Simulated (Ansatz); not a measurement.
# Na₅PtSO₂ single point

Input file of Ansatz 0.2.0:

```yaml
crystal:
  lattice:
    - [4.572435, 0.0, 0.0]
    - [0.0, 4.572435, 0.0]
    - [0.0, 0.0, 8.124592]
  atoms:
    - { symbol: O, position: [0.0, 0.0, 0.2191] }
    - { symbol: O, position: [0.0, 0.0, 0.7809] }
    - { symbol: Na, position: [0.0, 0.5, 0.2575] }
    - { symbol: Na, position: [0.5, 0.0, 0.2575] }
    - { symbol: Na, position: [0.0, 0.5, 0.7425] }
    - { symbol: Na, position: [0.5, 0.0, 0.7425] }
    - { symbol: S, position: [0.5, 0.5, 0.5] }
    - { symbol: Na, position: [0.0, 0.0, 0.5] }
    - { symbol: Pt, position: [0.0, 0.0, 0.0] }
  symmetry: { tolerance: 0.0003 }
kpoints:
  mp_grid: { grid: [7, 7, 4], shift: [0, 0, 0] }
  band_path:
    path:
      - [0.0, 0.0, 0.0]
      - [0.0, 0.5, 0.0]
      - [0.5, 0.5, 0.0]
      - [0.0, 0.0, 0.0]
      - [0.0, 0.0, 0.5]
      - [0.0, 0.5, 0.5]
      - [0.5, 0.5, 0.5]
      - [0.0, 0.0, 0.5]
      - [0.0, 0.5, 0.0]
      - [0.0, 0.5, 0.5]
      - [0.5, 0.5, 0.0]
    npoints: 6
magnetization:
  spin_polarized: false
scf:
  occupations: { method: methfessel_paxton, width: 0.1544 }
  lower_state_search: "off"
  max_iter: 200
hamiltonian:
  pseudopotentials: { kind: paw }
  xc: pbe
basis:
  ecutwfc: 420
  fft_grid_basis: typed
output:
  forces: true
  stress: true
  eigenvalues: true
  populations: true
  elf: true
  write_potential: true
  volumetric_format: npy
  dos:
    e_range: [-12, 8]
    de: 0.05
    projected: { site_lists: { Na: [Na], O: [O], Pt: [Pt], S: [S] } }
checkpoint:
  read: saved_state
```

The saved state is an earlier solution for the same cell, perhaps on another mesh. 

Output (shortened):

```
SCF iter   1: F=—  Δρ=1.03e-3  dr2=6.43e-4
SCF iter   2: F=—  S|Δr|=    0.00e0  Δρ=3.00e-4  dr2=1.58e-4
SCF iter   3: F=—  S|Δr|=    0.00e0  Δρ=2.21e-4  dr2=9.50e-5
SCF iter   4: F=—  S|Δr|=    0.00e0  Δρ=1.14e-4  dr2=2.65e-5
SCF iter   5: F=—  S|Δr|=    0.00e0  Δρ=3.00e-5  dr2=1.06e-6
SCF iter   6: F=—  S|Δr|=    0.00e0  Δρ=1.26e-5  dr2=1.89e-7
SCF iter   7: F=-21995.2467 eV  S|Δr|=    0.00e0  Δρ=2.47e-6  dr2=1.00e-8
Free energy (F): -21995.2467 eV
Harris-Foulkes:  -21995.2467 eV  (|F-HF|=5.25e-9)
Internal energy: -21995.1984 eV  (E = F + TS)
E sigma→0 (E₀):  -21995.2346 eV
Entropy (-TS):   -0.0483 eV (-5.367 meV/atom)
Fermi energy:    5.8800 eV
--- Per-component energies (eV) ---
  E_band       = -1481.5622
  E_kinetic    = 1709.7153
  E_local      = -10804.7475  (includes V_loc(G=0)·N_el)
  E_nonlocal   = 902.9097
  E_hartree    = 4055.5299
  E_xc         = -705.3859
  E_vxc        = -834.1057  (∫ρ·V_xc dr)
  E_paw        = -11687.7727  (= ΣΔE_a)
  E_vpaw       = -566.4018  (= ΣTr[D̂ρ^β])
  E_aug_tail   = 0.0051  (compensation charges beyond the density's cutoff)
  E_ewald      = -5465.4524
  E_smearing   = -0.0483  (= −TS)
--- Forces (eV/Å), atoms counted from 1 ---
  atom   1  O      0.0000     0.0000     6.2113
  atom   2  O      0.0000     0.0000    -6.2113
  atom   3  Na     0.0000     0.0000    -0.1537
  atom   4  Na     0.0000     0.0000    -0.1537
  atom   5  Na     0.0000     0.0000     0.1537
  atom   6  Na     0.0000     0.0000     0.1537
  atom   7  S      0.0000     0.0000     0.0000
  atom   8  Na     0.0000     0.0000     0.0000
  atom   9  Pt     0.0000     0.0000     0.0000
--- Stress (GPa, compression-positive) ---
        1.2808       0.0000       0.0000
        0.0000       1.2808       0.0000
        0.0000       0.0000      20.2547
  P = ⅓ Tr σ = 7.6054 GPa (76.054 kbar)
--- Löwdin populations: 9 sites ---
  site symbol       q [e]
     0      O      7.0133
     1      O      7.0133
     2     Na      8.3419
     3     Na      8.3419
     4     Na      8.3419
     5     Na      8.3419
     6      S      7.1470
     7     Na      8.3131
     8     Pt     17.8072
  spilling = 0.0042 (of n_electrons = 81.0000)
```

Absolute energies hang on the potentials; compare differences alone.

Origin: a known structure type with other elements, at an estimated volume, so it need not be a known compound. Caveats: many states at the Fermi level without spin polarisation, so a magnetic state may lie lower; atoms or cell far from equilibrium; wide smearing.
